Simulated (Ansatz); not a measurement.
## What internal relaxation does to the elastic constants of Be$_{2}$Ge

Computed with Ansatz 0.2.0, DFT PBE, scalar-relativistic, plane waves, PAW. Settings: 420 eV plane-wave cutoff, Γ-centred 14×14×14 mesh, Fermi-Dirac smearing of 0.15 eV. No spin polarisation.

Relaxed structure:
```
Be Ge
1.0
     0.00000    2.68627    2.68627
     2.68627    0.00000    2.68627
     2.68627    2.68627    0.00000
Be Ge
2 1
Direct
  0.75000 0.75000 0.75000
  0.25000 0.25000 0.25000
  0.00000 0.00000 0.00000
```

The cell was built by swapping an element in a database structure (itself possibly hypothetical) and relaxing; it need not be the stable form of this composition. In a metal, frequencies and elastic constants depend on the k mesh and the smearing, soft modes and shear constants most.

Clamped-ion constants (GPa, Voigt order; atoms follow the strain homogeneously):
C11 = 135.4, C12 = 71.8, C13 = 71.8, C22 = 135.4, C23 = 71.8, C33 = 135.4, C44 = 92.8, C55 = 92.8, C66 = 92.8 GPa; the others vanish.

What are the constants once the atoms relax in each strained cell?

Results:

C11 = 135.4, C12 = 71.8, C13 = 71.8, C22 = 135.4, C23 = 71.8, C33 = 135.4, C44 = 73.3, C55 = 73.3, C66 = 73.3 GPa; the others vanish.
The Voigt shear modulus goes from 68.4 to 56.7 GPa and the Voigt bulk modulus doesn't change. Relaxation subtracts ΛᵀK⁻¹Λ/V, with Λ the forces that a strain puts on the atoms and K the zone-centre force constants. At a stable cell this can only lower the diagonal constants, and it acts only for strains that share their symmetry with an optical mode; elsewhere, and where the coupling is weak, the constants hardly move.